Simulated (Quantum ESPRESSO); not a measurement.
Pd3Sc3AuRe, input and log of a self-consistent run

Simulated, not a measurement. The program is pw.x of Quantum ESPRESSO 7.5 (plane-wave density functional theory). The cell is made up: eight metal atoms on a hexagonal close-packed lattice, with elements, volume, strain and displacements drawn at random and not relaxed, so it may be unstable or far from any real phase. PseudoDojo standard norm-conserving files set the functional (PBE unless stated); there is no spin polarisation or spin-orbit coupling, the Fermi-Dirac width of 0.25 eV means electrons at about 2900 K, and the masses in the input are unused placeholders. Heavy elements are run without spin-orbit coupling, which real alloys of them have. A spin test at this wide smearing found no moment, but such smearing suppresses magnetism that the real alloy may have.

Input:

```
&control calculation='scf', pseudo_dir='./dojo.nc.sr.pbe.v0_5.standard.upf', outdir='./o', disk_io='minimal', tprnfor=.true., tstress=.true. /
&system ibrav=0, nat=8, ntyp=4, nbnd=78, ecutwfc=82.02448710, nosym=.true., tot_charge=0,
 occupations='smearing', smearing='fd', degauss=0.0183746611
/
&electrons conv_thr=1.470e-08, electron_maxstep=70, mixing_beta=0.5 /
ATOMIC_SPECIES
Au 1.0 Au.upf
Pd 1.0 Pd.upf
Re 1.0 Re.upf
Sc 1.0 Sc.upf
CELL_PARAMETERS angstrom
0.0 5.084 0.0
2.9352 0.0 4.7163
2.9352 0.0 -4.7163
ATOMIC_POSITIONS angstrom
Pd -0.0315 0.0868 0.0608
Pd 3.0549 0.0195 0.0857
Sc 2.9687 1.6196 -2.3558
Sc 2.962 1.7563 2.3415
Sc 1.5101 2.5418 -0.008
Au 4.2724 2.539 0.1333
Pd 1.5109 4.2413 -2.3976
Re 1.5082 4.3005 2.3937
K_POINTS automatic
5 5 5 1 1 1
```

The log is shortened where brackets say so; the opening notice, blank lines, dates and the lines on written files are dropped, and the path of the files is cut. It prints rydbergs, bohrs and kilobars, and counts compression as positive stress. Its total energy is the free energy E - TS of the whole cell.

```
     Program PWSCF v.7.5
     Parallel version (MPI & OpenMP), running on       4 processor cores
     Number of MPI processes:                 4
     Threads/MPI process:                     1
     [start-up lines left out]
     bravais-lattice index     =            0
     lattice parameter (alat)  =       9.6074  a.u.
     unit-cell volume          =     949.8855 (a.u.)^3
     number of atoms/cell      =            8
     number of atomic types    =            4
     number of electrons       =       121.00
     number of Kohn-Sham states=           78
     kinetic-energy cutoff     =      82.0245  Ry
     charge density cutoff     =     328.0979  Ry
     scf convergence threshold =      1.5E-08
     mixing beta               =       0.5000
     number of iterations used =            8  plain     mixing
     Exchange-correlation= PBE
                           (   1   4   3   4   0   0   0)
     [axes and pseudopotential details left out]
   Cartesian axes
     site n.     atom                  positions (alat units)
         1        Pd     tau(   1) = (  -0.0061959   0.0170732   0.0119591  )
         2        Pd     tau(   2) = (   0.6008851   0.0038356   0.0168568  )
         3        Sc     tau(   3) = (   0.5839300   0.3185681  -0.4633753  )
         4        Sc     tau(   4) = (   0.5826121   0.3454563   0.4605625  )
         5        Sc     tau(   5) = (   0.2970299   0.4999607  -0.0015736  )
         6        Au     tau(   6) = (   0.8403619   0.4994099   0.0262195  )
         7        Pd     tau(   7) = (   0.2971873   0.8342447  -0.4715972  )
         8        Re     tau(   8) = (   0.2966562   0.8458891   0.4708301  )
     number of k points=    63  Fermi-Dirac smearing, width (Ry)=  0.0184
                       cart. coord. in units 2pi/alat
        k(    1) = (   0.1732080   0.1000000   0.0000000), wk =   0.0320000
        k(    2) = (   0.3464159   0.1000000  -0.1077964), wk =   0.0320000
     [further k points left out]
     Dense  grid:    95267 G-vectors     FFT dimensions: (  60,  64,  64)
     Estimated max dynamical RAM per process >     408.31 MB
     Estimated total dynamical RAM >       1.53 GB
     Initial potential from superposition of free atoms
     starting charge     120.9911, renormalised to     121.0000
     Starting wfcs are   77 randomized atomic wfcs +    1 random wfcs
     total cpu time spent up to now is        5.9 secs
     per-process dynamical memory:   330.4 Mb
     Self-consistent Calculation
     iteration #  1     ecut=    82.02 Ry     beta= 0.50
     Davidson diagonalization with overlap
     ethr =  1.00E-02,  avg # of iterations =  3.0
     total cpu time spent up to now is       21.8 secs
     total energy              =   -1555.96490834 Ry
     estimated scf accuracy    <      27.11188587 Ry
     iteration #  2     ecut=    82.02 Ry     beta= 0.50
     Davidson diagonalization with overlap
     ethr =  1.00E-02,  avg # of iterations =  3.3
     total cpu time spent up to now is       42.1 secs
     total energy              =   -1571.49934676 Ry
     estimated scf accuracy    <      62.47124581 Ry
     iteration #  3     ecut=    82.02 Ry     beta= 0.50
     Davidson diagonalization with overlap
     ethr =  1.00E-02,  avg # of iterations =  2.6
     total cpu time spent up to now is       58.0 secs
     total energy              =   -1574.64334201 Ry
     estimated scf accuracy    <      13.37472005 Ry
     iteration #  4     ecut=    82.02 Ry     beta= 0.50
     Davidson diagonalization with overlap
     ethr =  1.00E-02,  avg # of iterations =  1.1
     total cpu time spent up to now is       70.3 secs
     total energy              =   -1573.64281309 Ry
     estimated scf accuracy    <       7.67629249 Ry
     iteration #  5     ecut=    82.02 Ry     beta= 0.50
     Davidson diagonalization with overlap
     ethr =  6.34E-03,  avg # of iterations =  3.7
     total cpu time spent up to now is       84.7 secs
     total energy              =   -1573.32862827 Ry
     estimated scf accuracy    <       2.76454376 Ry
     [iterations 6 to 13 left out]
     iteration # 14     ecut=    82.02 Ry     beta= 0.50
     Davidson diagonalization with overlap
     ethr =  2.31E-08,  avg # of iterations =  2.4
     total cpu time spent up to now is      224.0 secs
     total energy              =   -1573.47954948 Ry
     estimated scf accuracy    <       0.00000220 Ry
     iteration # 15     ecut=    82.02 Ry     beta= 0.50
     Davidson diagonalization with overlap
     ethr =  1.82E-09,  avg # of iterations =  4.4
     total cpu time spent up to now is      240.0 secs
     total energy              =   -1573.47954973 Ry
     estimated scf accuracy    <       0.00000079 Ry
     iteration # 16     ecut=    82.02 Ry     beta= 0.50
     Davidson diagonalization with overlap
     ethr =  6.52E-10,  avg # of iterations =  2.0
     total cpu time spent up to now is      253.7 secs
     total energy              =   -1573.47954984 Ry
     estimated scf accuracy    <       0.00000008 Ry
     iteration # 17     ecut=    82.02 Ry     beta= 0.50
     Davidson diagonalization with overlap
     ethr =  6.50E-11,  avg # of iterations =  4.0
     total cpu time spent up to now is      268.8 secs
     total energy              =   -1573.47954985 Ry
     estimated scf accuracy    <       0.00000002 Ry
     iteration # 18     ecut=    82.02 Ry     beta= 0.50
     Davidson diagonalization with overlap
     ethr =  1.99E-11,  avg # of iterations =  3.2
     total cpu time spent up to now is      283.3 secs
     End of self-consistent calculation
     [lines on levels left out]
!    total energy              =   -1573.47954984 Ry
     estimated scf accuracy    <       0.00000001 Ry
     smearing contrib. (-TS)   =      -0.11507140 Ry
     internal energy E=F+TS    =   -1573.36447844 Ry
     The total energy is F=E-TS. E is the sum of the following terms:
     one-electron contribution =    -555.93345434 Ry
     hartree contribution      =     336.23768315 Ry
     xc contribution           =    -262.38508126 Ry
     ewald contribution        =   -1091.28362599 Ry
     convergence has been achieved in  18 iterations
     Forces acting on atoms (cartesian axes, Ry/au):
     atom    1 type  2   force =     0.02626818   -0.01393710   -0.01721063
     atom    2 type  2   force =    -0.03455663   -0.00815070   -0.01467559
     atom    3 type  4   force =     0.01603145   -0.00846809    0.01019059
     atom    4 type  4   force =    -0.03025935   -0.02257759    0.03166697
     atom    5 type  4   force =    -0.02100766    0.05671355    0.00511477
     atom    6 type  1   force =     0.04236802    0.02874369   -0.04770144
     atom    7 type  2   force =     0.00167947   -0.00564767    0.03224187
     atom    8 type  3   force =    -0.00052349   -0.02667609    0.00037346
     Total force =     0.126032     Total SCF correction =     0.000445
     Computing stress (Cartesian axis) and pressure
          total   stress  (Ry/bohr**3)                   (kbar)     P=       -4.21
   0.00019874   0.00002777  -0.00000122           29.24        4.09       -0.18
   0.00002777  -0.00050571  -0.00001901            4.09      -74.39       -2.80
  -0.00000122  -0.00001901   0.00022109           -0.18       -2.80       32.52
     init_run     :      5.37s CPU      5.61s WALL (       1 calls)
     electrons    :    271.06s CPU    277.41s WALL (       1 calls)
     forces       :      2.31s CPU      2.32s WALL (       1 calls)
     stress       :      8.03s CPU      8.03s WALL (       1 calls)
     [timing details left out]
     PWSCF        :   4m47.02s CPU   4m53.72s WALL
     JOB DONE.
```

In other units: free energy -21408.280 eV for the cell, pressure -0.42 GPa, largest force component 1.458 eV/Å in size. The run took 296 s of wall time with four MPI processes on a shared machine (Intel Xeon, 2023 or later, virtual cores), so the time is rough. A rerun of this cell at a higher cutoff and on a denser mesh moved values by no more than 0.005 eV in energy, 0.02 GPa in stress and 0.003 eV/Å in force, and a second program with other atomic files agreed on that cell to 2 % rms in force and 0.5 GPa in pressure.